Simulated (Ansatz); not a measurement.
A geometry of Y away from equilibrium: step 2 of the relaxation of a relaxed Y cell, doubled along one cell vector, shaken by Gaussian noise of σ = 0.08 Å a coordinate. All values below come from PBEsol (plane waves to 420 eV, PAW, scalar-relativistic; Ansatz, an electronic-structure program). Γ-centred k-mesh 10×5×10 on the run's cell (coarser than for final values), Fermi–Dirac smearing 0.05 eV.

```xyz
2
Lattice="3.1959 -0.0003 -0.0002 -0.0005 6.3013 0.0102 -0.0002 0.0051 3.1904" Properties=species:S:1:pos:R:3:forces:R:3 pbc="T T T" free_energy=-7588.669 pressure_GPa=0.4
Y      0.0549     0.0315    -0.2698    0.0134   -0.1495   -0.4493
Y      0.0364     3.1389     0.2043   -0.0134    0.1495    0.4493
```

Positions in Å, forces in eV/Å, free energy of the cell in eV (comparable only within this code, potentials and settings). Largest force: 0.47 eV/Å, on Y1, Y2 (atoms numbered as listed); the geometry lies 0.72 eV/atom above the end of its relaxation.

No spin polarisation in the result.

The run could not lose the symmetry of its start: the end is stationary, and may be a saddle point rather than a minimum.

The end of the path is a generated cell of Y: the first start was made by placing the elements on the sites of a structure type, and the end was not matched to a known phase here, so it may be hypothetical. Known forms of Y include space group No. 194.
